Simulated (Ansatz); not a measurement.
YGe in space group I4_1/amd (No. 141; Y on 4b, Ge on 4a) under volume change, PBE (plane waves, PAW; program Ansatz), shape and atoms relaxed at each volume.

```tsv
V (Å³/atom)	E − E(relaxed) (meV/atom)	P (GPa)
21.073	45.9	7.61
21.768	19.4	4.69
22.462	4.6	2.17
23.157	0.0	0.00
23.852	4.1	-1.84
24.546	15.5	-3.38
25.241	33.1	-4.70
```

Task: What does a third-order Birch–Murnaghan fit give for V₀, B₀ and B′?

Result: V₀ = 23.16 Å³/atom, B₀ = 65.9 GPa, B′ = 4.3.

The cell is a constructed one: a structure type filled with these elements; neither database checked (COD, Materials Project) lists it. Whether it is the stable phase at ambient conditions was not checked. The cell was relaxed with PBE under the symmetry of its start; its stability against distortions is not shown here. The run is not spin-polarised.

Potentials: the later of the program's two PAW sets.
